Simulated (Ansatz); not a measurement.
## Relaxing a structure of ScAl$_{3}$

The start is a randomly generated symmetric cell of ScAl3 (space group No. 221). Cell shape, volume and atoms are optimised at zero target pressure with PBEsol (plane waves to 420 eV, PAW, scalar-relativistic; Ansatz, a quantum-chemistry and plane-wave program). The first steps use a coarse 8×8×8 k-mesh.

Input geometry:
```
ScAl3
1.0
    4.22310     0.00000     0.00000
    0.00000     4.22310     0.00000
    0.00000     0.00000     4.22310
Al Sc
3 1
Direct
  0.50000   0.00000   0.00000
  0.00000   0.50000   0.00000
  0.00000   0.00000   0.50000
  0.00000   0.00000   0.00000
```

How does the volume change?

+107.9 %, from 18.83 to 39.14 Å³/atom.

Is the relaxed structure metallic? Give its gap.

Zero (metallic).

What does it relax into? Give the structure.


```cif
data_Al3Sc
_chemical_formula_sum 'Al3 Sc1'
_space_group_name_H-M_alt 'Pm-3m'
_space_group_IT_number 221
_space_group_name_Hall '-P 4 2 3'
_cell_length_a 5.38987
_cell_length_b 5.38987
_cell_length_c 5.38987
_cell_angle_alpha 90.000
_cell_angle_beta 90.000
_cell_angle_gamma 90.000
loop_
_atom_site_label
_atom_site_type_symbol
_atom_site_symmetry_multiplicity
_atom_site_Wyckoff_symbol
_atom_site_fract_x
_atom_site_fract_y
_atom_site_fract_z
_atom_site_occupancy
Al1 Al 3 d 0.00000 0.00000 0.50000 1
Sc1 Sc 1 a 0.00000 0.00000 0.00000 1
```

The space group stays Pm-3m (No. 221) (the run could not lower it); the end is ReO3 type, with 4 atoms in the primitive cell. Final values are on a 9×9×9 k-mesh of the relaxed cell. The start holds a very short contact (Al–Sc 2.11 Å). No spin polarisation in the result. A magnetic state may lie lower.

The run could not lose the symmetry of its start.

All atoms sit on sites fixed by symmetry, so only the cell could relax.
